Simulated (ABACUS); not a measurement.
Worked example: self-consistent single point of Si₂W (I4/mmm, 3 atoms in the cell; from Materials Project mp-1620) in ABACUS.

Method: PBE, numerical atomic orbitals TZP (confined pseudo-atomic orbitals with Gaussian additions; energy shift 0.003 Ry), PseudoDojo 0.5 standard norm-conserving PBE (tails mended) pseudopotentials in ABACUS 3.10.1.

```xyz
3
Lattice="-1.6074 1.6074 3.9010 1.6074 -1.6074 3.9010 1.6074 1.6074 -3.9010" Properties=species:S:1:pos:R:3 pbc="T T T"
Si     0.0000     0.0000     2.6136
Si     0.0000     0.0000     5.1884
W      0.0000     0.0000     0.0000
```

Reference input (self-consistent single point, DFT, PBE, numerical atomic orbitals DZP (confined pseudo-atomic orbitals with Gaussian additions; energy shift 0.003 Ry), PseudoDojo 0.5 standard norm-conserving PBE (tails mended) pseudopotentials): basis = DZP numerical atomic orbitals, energy shift 0.003 Ry; KPT = Gamma 14 14 14 0 0 0; basis_type = lcao; ecutwfc = 100 Ry; smearing_method = gaussian; smearing_sigma = 0.00734986 Ry; potentials = PseudoDojo 0.5 standard norm-conserving PBE (tails mended); symmetry = 1; ks_solver = scalapack_gvx; scf_nmax = 100; scf_thr = 1.0e-07; mixing_type = broyden. This run's input differs from it in these lines:

```diff
@@ -25,4 +25,4 @@
 NUMERICAL_ORBITAL
-Si_pbe_8.1au_2s2p1d.orb
-W_pbe_8.4au_3s2p2d1f.orb
+Si_pbe_8.1au_3s3p1d.orb
+W_pbe_8.4au_5s3p3d1f.orb
```

Log, with long lists cut:

```
 SELF-CONSISTENT
 -------------------------------------------

                  longest orb rcut (Bohr) = 8.4
   longest nonlocal projector rcut (Bohr) = 2.06
                     search radius (Bohr) = 20.9

                          real space grid = [ 60, 60, 60 ]
                                 init_chg = atomic

 LCAO ALGORITHM --------------- ION=   1  ELEC=   1--------------------------------

 Density error is 0.0580201755187
 E_KohnSham     -168.6924344558      -2295.1783180910
 E_Fermi        1.2458165250         16.9502034030

 LCAO ALGORITHM --------------- ION=   1  ELEC=   2--------------------------------

   [... lines left out ...]

   [... 6 blocks of this kind left out ...]

 LCAO ALGORITHM --------------- ION=   1  ELEC=   9--------------------------------

 Density error is 2.00645225837e-07
 E_KohnSham     -168.6899175366      -2295.1440736480
 E_Fermi        1.2360328395         16.8170895329

 LCAO ALGORITHM --------------- ION=   1  ELEC=  10--------------------------------

 Density error is 3.45520767415e-08
 E_KohnSham     -168.6899175365      -2295.1440736465
 E_KS(sigma->0) -168.6898842533      -2295.1436208051
 E_entropy(-TS) -0.0000665664        -0.0009056829
 E_Fermi        1.2360327391         16.8170881659
 charge density convergence is achieved
 final etot is -2295.1440736 eV
 EFERMI = 16.817088166 eV

 STATE ENERGY(eV) AND OCCUPATIONS    NSPIN == 1
   [... 18 lines left out ...]

 TOTAL-FORCE (eV/Angstrom)
                       Si1         0.0000000000         0.0000000000        -0.1352363686
                       Si2         0.0000000000         0.0000000000         0.1352363686
                        W1         0.0000000000         0.0000000000         0.0000000000

 TOTAL-STRESS (KBAR)
        41.2938625152        -0.0000000000        -0.0000000000
        -0.0000000000        41.2938625152         0.0000000000
         0.0000000000         0.0000000000        68.1349843745
 TOTAL-PRESSURE: 50.240903 KBAR

 --------------------------------------------
 !FINAL_ETOT_IS -2295.1440736465397094 eV
 --------------------------------------------
```

The run converged in 10 iterations. Against the reference run the free energy drops by 46.3 meV/atom, the pressure moves little (5.10 to 5.02 GPa) and the largest force goes from 0.142 to 0.135 eV/Å.

The atom-centred basis is finite, which shifts total energies, pressures and forces against plane waves. This run is one point of a test of settings, so its values need not be converged; read them against the reference run alone. The structure comes from a collection of computed structures, made at another level of theory; the collection holds predicted forms beside known ones.

Cost on one core: around 2.8 core-minutes (rough).

The atomic orbitals were generated for these runs; they are not ABACUS's published sets and were checked against plane waves on a few crystals only.

“Tails mended”: in these copies of the files the far tail of each local potential was reset to the Coulomb form.
